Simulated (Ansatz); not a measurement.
Input:

Zn3N2:
```cif
data_N16Zn24
_chemical_formula_sum 'Zn24 N16'
_space_group_name_H-M_alt 'P 1'
_space_group_IT_number 1
_cell_length_a 8.29285
_cell_length_b 8.29285
_cell_length_c 8.29285
_cell_angle_alpha 109.471
_cell_angle_beta 109.471
_cell_angle_gamma 109.471
loop_
_space_group_symop_operation_xyz
  'x, y, z'
loop_
_atom_site_label
_atom_site_type_symbol
_atom_site_fract_x
_atom_site_fract_y
_atom_site_fract_z
_atom_site_occupancy
Zn1 Zn 0.27724 0.02624 0.04844 1
Zn2 Zn 0.72276 0.97376 0.95156 1
Zn3 Zn 0.47779 0.22880 0.45156 1
Zn4 Zn 0.52221 0.77120 0.54844 1
Zn5 Zn 0.22276 0.27120 0.74899 1
Zn6 Zn 0.77724 0.72880 0.25101 1
Zn7 Zn 0.02221 0.47376 0.75101 1
Zn8 Zn 0.97779 0.52624 0.24899 1
Zn9 Zn 0.04844 0.27724 0.02624 1
Zn10 Zn 0.95156 0.72276 0.97376 1
Zn11 Zn 0.45156 0.47779 0.22880 1
Zn12 Zn 0.54844 0.52221 0.77120 1
Zn13 Zn 0.74899 0.22276 0.27120 1
Zn14 Zn 0.25101 0.77724 0.72880 1
Zn15 Zn 0.75101 0.02221 0.47376 1
Zn16 Zn 0.24899 0.97779 0.52624 1
Zn17 Zn 0.02624 0.04844 0.27724 1
Zn18 Zn 0.97376 0.95156 0.72276 1
Zn19 Zn 0.22880 0.45156 0.47779 1
Zn20 Zn 0.77120 0.54844 0.52221 1
Zn21 Zn 0.27120 0.74899 0.22276 1
Zn22 Zn 0.72880 0.25101 0.77724 1
Zn23 Zn 0.47376 0.75101 0.02221 1
Zn24 Zn 0.52624 0.24899 0.97779 1
N1 N 0.73044 0.48044 0.25000 1
N2 N 0.26956 0.51956 0.75000 1
N3 N 0.76956 0.01956 0.75000 1
N4 N 0.23044 0.98044 0.25000 1
N5 N 0.25000 0.73044 0.48044 1
N6 N 0.75000 0.26956 0.51956 1
N7 N 0.75000 0.76956 0.01956 1
N8 N 0.25000 0.23044 0.98044 1
N9 N 0.48044 0.25000 0.73044 1
N10 N 0.51956 0.75000 0.26956 1
N11 N 0.01956 0.75000 0.76956 1
N12 N 0.98044 0.25000 0.23044 1
N13 N 0.50000 0.00000 0.00000 1
N14 N 0.50000 0.50000 0.50000 1
N15 N 0.00000 0.00000 0.50000 1
N16 N 0.00000 0.50000 0.00000 1
```

This is the LDA-relaxed structure.

Q: All from LDA in the plane-wave PAW code Ansatz, unless another level is named. Give the electronic character.

A: no gap, with almost no states at the Fermi level (zero-gap or semimetallic).

Q: Next, the formation energy from the elements (no fitted shifts)?

A: -0.073 eV/atom.

Space group Ia-3 (anti-bixbyite). Symmetry was held in the LDA relaxation. The references are the lowest solids computed at this level, not always the standard phases (solids in place of the gases).

Potentials: the later of the program's two PAW sets.
